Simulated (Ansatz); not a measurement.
Cl (bcc (W type), space group No. 229) under volume change, DFT-PBE in the program Ansatz with PAW potentials, scaled uniformly.

| V (Å³/atom) | E − E(relaxed) (meV/atom) | P (GPa) |
|---|---|---|
| 19.410 | 21.0 | 3.87 |
| 20.049 | ___ | ___ |
| 20.689 | ___ | ___ |
| 21.329 | 0.0 | 0.00 |
| 21.969 | 1.8 | -0.87 |
| 22.609 | 6.8 | -1.59 |
| 23.249 | 14.3 | -2.18 |

Q: Complete the blanks.

A: 
- 20.049, E − E(relaxed) (meV/atom): 8.7
- 20.049, P (GPa): 2.33
- 20.689, E − E(relaxed) (meV/atom): 2.0
- 20.689, P (GPa): 1.06

Q: What does a third-order Birch–Murnaghan fit give for V₀, B₀ and B′?

A: V₀ = 21.33 Å³/atom, B₀ = 31.9 GPa, B′ = 5.3.

Space group Im-3m (bcc (W type)). The cell is a constructed one: a structure type filled with these elements; neither database checked (COD, Materials Project) lists it. It is not the usual solid phase (space group No. 64). The PBE relaxation kept the symmetry of its start; its stability against distortions is not shown here. The substance is a gas or liquid at ambient conditions.

Potentials: the later of the program's two PAW sets.
